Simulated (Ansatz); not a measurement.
Crystals of one structure type (rock salt) and one family of elements, relaxed and computed with r²SCAN in the plane-wave PAW code Ansatz.

| crystal | V (Å³/atom) | K_Hill (GPa) |
|---|---|---|
| BP | 10.06 | 161 |
| BAs | 12.19 | 133 |
| GaP | 16.76 | 98.6 |
| BiB | 18.16 | 86.0 |
| GaAs | 18.92 | 82.2 |
| InAs | 22.92 | ? |
| GaSb | 23.62 | 63.4 |

Question: Fit a straight line to ln K against ln V and predict the withheld value.

Answer: Least squares on the 6 shown rows: ln K = -1.09 × ln V + (7.617), with a scatter of 2 %. For InAs this gives 66.9. The run itself gave 72.3, outside the scatter: the line misses something about this case.

Constructed cells (a structure type filled with these elements, in neither database checked): BP, rock salt; BAs, rock salt; GaP, rock salt; BiB, rock salt; GaAs, rock salt. Typed or built starts, not in the databases checked: GaSb, rock salt. Not the usual ambient phase: BP, rock salt; BAs, rock salt; GaP, rock salt; GaAs, rock salt; InAs, rock salt; GaSb, rock salt. All cells were relaxed under the symmetry of their starts (and spin orders); stability against distortions was not tested throughout. Scalar-relativistic: spin–orbit coupling is off unless named, which matters more the heavier the elements.

Potentials: the later of the program's two PAW sets.
